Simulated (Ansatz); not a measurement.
In r²SCAN+D4 (plane waves, PAW; program Ansatz), Ge2Sb2Te5 in the trigonal phase (R-3m; Pearson symbol hR9) relaxes to a = 4.240 Å, c = 52.577 Å. Te on 3a has 6 nearest neighbours from 2.99 Å (octahedral); Ge has 6 nearest neighbours from 2.97 Å (octahedral); Te on 6c has 6 nearest neighbours from 2.97 Å (octahedral); Sb has 6 nearest neighbours from 2.98 Å (octahedral). Against the elements it lies at -0.080 eV/atom, with no fitted shifts.

It is gapped at this level: 0.47 eV (direct). The valence maximum lies at Γ and the conduction minimum at Γ. The hole mass is 0.070, 0.070, 0.47 mₑ (principal values).

Bader charges are Te -0.46 to -0.36, Ge +0.44, Sb +0.60 e.

The start of the workflow was typed in or built on a structure type; neither database checked (COD, Materials Project) lists it. It is not the phase usual at ambient conditions (space group No. 164). Symmetry was held in the r²SCAN+D4 relaxation; its stability against distortions is not shown here. The references are the lowest solids computed at this level, not always the standard phases. Spin–orbit coupling is left out wherever it is not named.

Potentials: the later of the program's two PAW sets.
